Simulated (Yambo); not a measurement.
Yambo input for MgCO₃ (space group R-3c, No. 167) (a = 5.650 Å, b = 5.650 Å, c = 5.650 Å, α = 48.44°, β = 48.44°, γ = 48.44°), on LDA (pw.x of Quantum ESPRESSO, ONCV potentials, scalar-relativistic) wavefunctions on a 4×4×4 mesh:

```
optics
chi
dipoles
kernel
FFTGvecs= 40 Ry
Chimod= "HARTREE"
NGsBlkXd= 3 Ry
% QpntsRXd
 1 | 1 |
%
% BndsRnXd
 3 | 84 |
%
GrFnTpXd= "R"
% EnRngeXd
 0.0 | 20.0 | eV
%
% DmRngeXd
 0.2 | 0.2 | eV
%
CGrdSpXd= 50
ETStpsXd= 161
% LongDrXd
 1.0 | 0.0 | 0.0 |
%
```

First lines of the file o-*.eps_q1_inv_rpa_dyson:

```
Absorption @ Q(1):   1.00000000     0.00000000     0.00000000    [q->0 direction]
#
# [ X ] Hartree size     :   65
# [GEN] GF Energies     : Slater exchange(X)+Perdew & Wang(C)
# [GEN] Green`s Function     : Retarded
#
# [GEN] Gauge     : Length
# [GEN] [r,Vnl] included     : yes
#
#    E[1] [eV]     Im(eps)     Re(eps)     Im(eps_o)     Re(eps_o)
#
     0.000000     0.932195E-8     2.953938     0.15381E-17     3.350908
     0.125000     0.823295E-3     2.954195     0.001260     3.351301
     0.250000     0.001649     2.954965     0.002525     3.352481
     0.375000     0.002478     2.956252     0.003797     3.354450
     0.500000     0.003314     2.958058     0.005081     3.357217
     0.625000     0.004158     2.960387     0.006382     3.360788
     0.750000     0.005013     2.963246     0.007703     3.365176
     0.875000     0.005880     2.966642     0.009049     3.370395
     1.000000     0.006764     2.970583     0.010425     3.376462
     1.125000     0.007665     2.975081     0.011836     3.383396
     1.250000     0.008586     2.980146     0.013287     3.391222
     1.375000     0.009531     2.985793     0.014784     3.399965
     1.500000     0.010503     2.992038     0.016334     3.409657
     1.625000     0.011505     2.998897     0.017944     3.420331
     1.750000     0.012541     3.006390     0.019620     3.432028
     1.875000     0.013614     3.014540     0.021372     3.444791
     2.000000     0.014729     3.023371     0.023210     3.458670
     2.125000     0.015891     3.032911     0.025142     3.473721
     2.250000     0.017106     3.043190     0.027182     3.490006
     2.375000     0.018379     3.054243     0.029343     3.507595
     2.500000     0.019717     3.066107     0.031640     3.526567
     2.625000     0.021128     3.078826     0.034089     3.547012
     2.750000     0.022621     3.092447     0.036713     3.569029
     2.875000     0.024206     3.107024     0.039532     3.592733
     3.000000     0.025895     3.122616     0.042576     3.618252
     3.125000     0.027701     3.139291     0.045874     3.645732
     3.250000     0.029640     3.157127     0.049464     3.675341
     3.375000     0.031730     3.176209     0.053391     3.707271
     3.500000     0.033995     3.196639     0.057708     3.741742
     3.625000     0.036462     3.218529     0.062479     3.779012
     3.750000     0.039163     3.242012     0.067783     3.819379
     3.875000     0.042140     3.267243     0.073717     3.863194
     4.000000     0.045444     3.294402     0.080401     3.910871
```
(The file goes on to the top of the energy range.) Convergence of the RPA response with its 4×4×4 mesh was not tested.

Geometry of the Materials Project entry, not relaxed at this level.
